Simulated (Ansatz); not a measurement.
Values for one crystal, relaxed and computed with plane-wave PAW PBE (Ansatz code); other levels are named.

- Volume per atom = 23.70 Å³
- Band gap = 0.16 eV (direct)
- Formation energy from the elements (no fitted shifts) = -0.35 eV/atom
- Hole effective mass, band 2 of 3 at the edge = 0.37 along [100], 0.37 along [110], 0.85 along [111] (mₑ)
- Hole effective mass, band 1 of 3 at the edge = 0.37 along [100], 2.5 along [110], 0.85 along [111] (mₑ)
- Electron effective mass = 0.010 mₑ (isotropic)
- Hole effective mass, band 3 of 3 at the edge = 0.010 along [100], 0.010 along [110], 0.010 along [111] (mₑ)

Question: Pick the material that matches.
A) MgTe, zinc blende
B) GaN, zinc blende
C) GaAs, zinc blende
D) BeTe, zinc blende

Answer: C, GaAs, zinc blende

Space group F-43m (zinc blende). Symmetry was held in the PBE relaxation. The references are the lowest solids computed at this level, not always the standard phases. Spin–orbit coupling is left out wherever it is not named.

Potentials: the later of the program's two PAW sets.
